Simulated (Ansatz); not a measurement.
Spin-resolved density of states of MnHg (Pm-3m)

```
Mn Hg
1.0
     3.31500    0.00000    0.00000
     0.00000    3.31500    0.00000
     0.00000    0.00000    3.31500
Mn Hg
1 1
Cartesian
  1.6575 1.6575 1.6575
  0.0000 0.0000 0.0000
```

Geometry: a structure as deposited in COD; nothing is relaxed.

Functional, mesh and filling: PBE, 10×10×10 k mesh, Fermi–Dirac smearing of 0.1 eV. LAPW is all-electron LAPW in Ansatz 0.2.0. Site moments are integrated in spheres about the atoms. Start moments (μB): Mn1 3.9.

Density of states, smoothed by a Gaussian of 0.15 eV:

```csv
E − E_F (eV),majority (states/eV/cell),minority (states/eV/cell)
-7.00,1.91,2.14
-6.70,0.88,0.88
-6.40,0.38,0.34
-6.10,0.24,0.21
-5.80,0.27,0.23
-5.50,0.33,0.26
-5.20,0.41,0.31
-4.90,0.42,0.31
-4.60,0.37,0.26
-4.30,0.25,0.23
-4.00,0.20,0.22
-3.70,0.37,0.19
-3.40,1.12,0.16
-3.10,2.53,0.16
-2.80,3.12,0.18
-2.50,3.34,0.21
-2.20,3.50,0.26
-1.90,1.35,0.38
-1.60,0.38,0.64
-1.30,0.51,0.67
-1.00,0.49,0.64
-0.70,0.44,0.60
-0.40,0.40,0.68
-0.10,0.36,1.06
0.20,0.33,1.33
0.50,0.28,1.80
0.80,0.25,2.17
1.10,0.25,2.10
1.40,0.29,2.62
1.70,0.31,0.81
2.00,0.32,1.05
2.30,0.36,1.02
2.60,0.37,0.64
2.90,0.36,0.44
3.20,0.35,0.45
3.50,0.36,0.49
3.80,0.36,0.52
4.10,0.39,0.45
4.40,0.42,0.37
```

What spin moment does the cell carry?

3.89 μB. Site moments (μB): Mn1 3.91, Hg2 -0.05.

How large is the spin polarisation of the states at the Fermi level?

(N↑ − N↓)/(N↑ + N↓) = -57 %, from 0.35 and 1.28 states/eV; these are averaged over the run's smearing, not the smoothing of the table, and they move with the mesh.

Löwdin populations of d and f shells (filled inner shells left out):

```json
{"shell": "Mn1 3d", "up": "4.85", "down": "0.89"}
```

Further occupied bands lie below the window, the nearest with its top at -7.3 eV.

The Ansatz runs typed with the search for lower states off end where their start leads. Spin–orbit coupling is left out although heavy atoms are present. The magnetic state is the one that this cell and start allow. It needn't be the compound's measured order, which may need a larger cell or be absent.
